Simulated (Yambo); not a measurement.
Yambo run on LaAlO$_{3}$ (cubic perovskite, space group Pm-3m, No. 221). The wavefunctions are PBEsol (Quantum ESPRESSO, PseudoDojo norm-conserving, 110 Ry, scalar-relativistic) ones on a 4×4×4 mesh (16 occupied bands); a = b = c = 3.7830 Å, α = β = γ = 90.00°.

Yambo input:

```
rim_cut
gw0
dyson
el_el_corr
HF_and_locXC
ppa
em1d
RandQpts= 1000000
RandGvec= 1 Ry
EXXRLvcs= 110 Ry
VXCRLvcs= 440 Ry
Chimod= "HARTREE"
% BndsRnXp
 1 | 105 |
%
NGsBlkXp= 8 Ry
% LongDrXp
 1.0 | 1.0 | 1.0 |
%
PPAPntXp= 27.2114 eV
% GbndRnge
 1 | 42 |
%
GTermKind= "BG"
DysSolver= "n"
ExtendOut
% QPkrange
 1 | 1 | 16 | 17 |
 10 | 10 | 16 | 16 |
%
```

k points by index: 1 = Γ, 10 = R.

The o-*.qp file then holds:

```
#    K-point    Band    Eo [eV]    E [eV]    E-Eo [eV]    Vxc [eV]    Vnlxc [eV]    Sc|Eo [eV]    Sc|E [eV]    dSc/dw|Eo [eV]    Re(Z)    Im(Z)
#
    1    16    -0.107663    -0.878545    -0.770881    -20.03313    -25.28319    4.288665    4.479184    -6.724239    0.801852    -0.001087
    1    17    3.443860    4.042694    0.598834    -11.59875    -6.708500    -4.184730    -4.291413    -4.847048    0.848805    -0.914347E-3
    10    16    0.000000    -0.632259    -0.632259    -19.79581    -24.67311    4.086640    4.245040    -6.816235    0.799684    -0.001047
```
(The two width columns are left out.) Convergence of these settings isn't established.

Geometry of the Materials Project entry, not relaxed at this level.

This is not the ordinary phase of the substance.
